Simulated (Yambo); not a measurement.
G0W0@PBEsol for KMo2AlO8 (space group P-3m1, No. 164) in Yambo. Reference settings: 3×3×2 Γ-centred k mesh, bands 3 to 226 and a 6 Ry block in the screening, 226 bands in G with the Bruneval-Gonze terminator, plasmon pole fitted at 27.2 eV. The PBEsol gap Γ → Γ on this mesh is 3.68 eV; G0W0 gaps are taken between the same points.

The settings were changed. The gap went from 6.34 eV to 6.69 eV, and the shift of the valence edge from -0.81 eV to -0.20 eV.

Name the change that produced these shifts.
A. 115 bands in W
B. no random integration
C. 97 bands in G, no terminator
D. 97 bands in W, 97 bands in G

C, 97 bands in G, no terminator. The others gave (gap, valence shift): 97 bands in W, 97 bands in G: 6.53, -0.68 eV; 115 bands in W: 6.42, -0.74 eV; no random integration: 6.26, -0.60 eV.

Spin-orbit coupling is not included.

Geometry of the Materials Project entry, not relaxed at this level; primitive cell a = b = 5.6379 Å, c = 7.3183 Å, α = β = 90.00°, γ = 120.00°.

The structure is a Materials Project entry; no match was found in the copy of COD used, and its stability was not checked.

A shift is the quasiparticle energy of the state minus its PBEsol energy.
